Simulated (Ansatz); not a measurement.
**Guessed and relaxed cells of Si5Ge**

The guess for Si5Ge was made by a generator: random cell by space group and Wyckoff sites (P6/mmm, No. 191). Lengths were set from tabulated atomic sizes, so they are only a guess.

start:

Space group P6/mmm (No. 191). a = 3.895 Å, b = 3.895 Å, c = 8.495 Å, α = 90.00°, β = 90.00°, γ = 120.00°
```tsv
atom	site	symmetry	x	y	z
Si	3f	mmm	0.5000	0.0000	0.0000
Si	2e	6mm	0.0000	0.0000	0.7462
Ge	1b	6/mmm	0.0000	0.0000	0.5000
```

All numbers below come from DFT PBE, scalar-relativistic, plane waves, PAW in Ansatz. Cutoff 420 eV, Gaussian smearing, Γ-centred meshes. Cell and atoms relax first on a coarse mesh and then on a finer one. In between, the cell is made exact in the group found at 0.06 Å. In metals the finer mesh still leaves noise of several meV/atom or more. The steps can't lower the symmetry of their start. No spin polarisation.

end:

Space group P6/mmm (No. 191). a = 4.866 Å, b = 4.866 Å, c = 7.192 Å, α = 90.00°, β = 90.00°, γ = 120.00°
```
atom  site  symmetry       x       y       z
  Si    3f       mmm  0.5000  0.0000  0.0000
  Si    2e       6mm  0.0000  0.0000  0.8234
  Ge    1b     6/mmm  0.0000  0.0000  0.5000
```

The symmetry stays P6/mmm (No. 191). The volume per atom grows by 32.1 %, from 18.6 to 24.6 Å³. The shortest distance goes from 1.95 Å (Si–Si) to 2.33 Å (Si–Ge). The ratio c/a of the conventional cell changes by a factor of 0.68. The energy falls by about 1.6 eV/atom (the start's value is from the coarse mesh).

- Volume per atom: 24.58 Å³
- Density: 2.40 g/cm³
- Formation energy: +0.88 eV/atom
- Gap on the 12×12×6 mesh of the 6-atom cell: 0 eV (a metal)

Formation energies are uncorrected and refer to the elements' standard structures at the same level. It can't be a ground state, since the elements alone are lower.

The last run used Gaussian smearing of 0.10 eV. A structure relaxed within its symmetry needn't be a true minimum. In all, the 3 runs took 3.8 min on 1 thread of Intel(R) Xeon(R) Platinum 8488C (Sapphire Rapids), on a shared host. Another cell of Si5Ge relaxed alike, in P6/mmm, lies 0.39 eV/atom lower, so this cell isn't the stable form at this level.
